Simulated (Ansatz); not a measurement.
Input:

Hf2Ga:
```cif
data_Ga2Hf4
_chemical_formula_sum 'Ga2 Hf4'
_space_group_name_H-M_alt 'P 1'
_space_group_IT_number 1
_cell_length_a 5.40558
_cell_length_b 5.40558
_cell_length_c 5.40558
_cell_angle_alpha 103.788
_cell_angle_beta 103.788
_cell_angle_gamma 121.556
loop_
_space_group_symop_operation_xyz
  'x, y, z'
loop_
_atom_site_label
_atom_site_type_symbol
_atom_site_fract_x
_atom_site_fract_y
_atom_site_fract_z
_atom_site_occupancy
Ga1 Ga 0.75000 0.75000 0.00000 1
Ga2 Ga 0.25000 0.25000 0.00000 1
Hf1 Hf 0.15432 0.65432 0.80864 1
Hf2 Hf 0.65432 0.84568 0.50000 1
Hf3 Hf 0.84568 0.34568 0.19136 1
Hf4 Hf 0.34568 0.15432 0.50000 1
```

This is the r²SCAN-relaxed structure.

All from r²SCAN (plane waves, PAW; program Ansatz), unless another level is named. Predict the formation energy from the elements (no fitted shifts).

-0.47 eV/atom.

And the density of states at the Fermi level?

0.86 states/eV per atom (mean over ±0.08 eV).

Space group I4/mcm. The workflow started from an entry of the Crystallography Open Database (COD). Its standing as an ambient phase is unchecked. The cell was relaxed with r²SCAN under the symmetry of its start; its stability against distortions is not shown here. The run is not spin-polarised. The references are the lowest solids computed at this level, not always the standard phases. Scalar-relativistic: spin–orbit coupling is off unless named, which matters more the heavier the elements.

Potentials: the later of the program's two PAW sets.
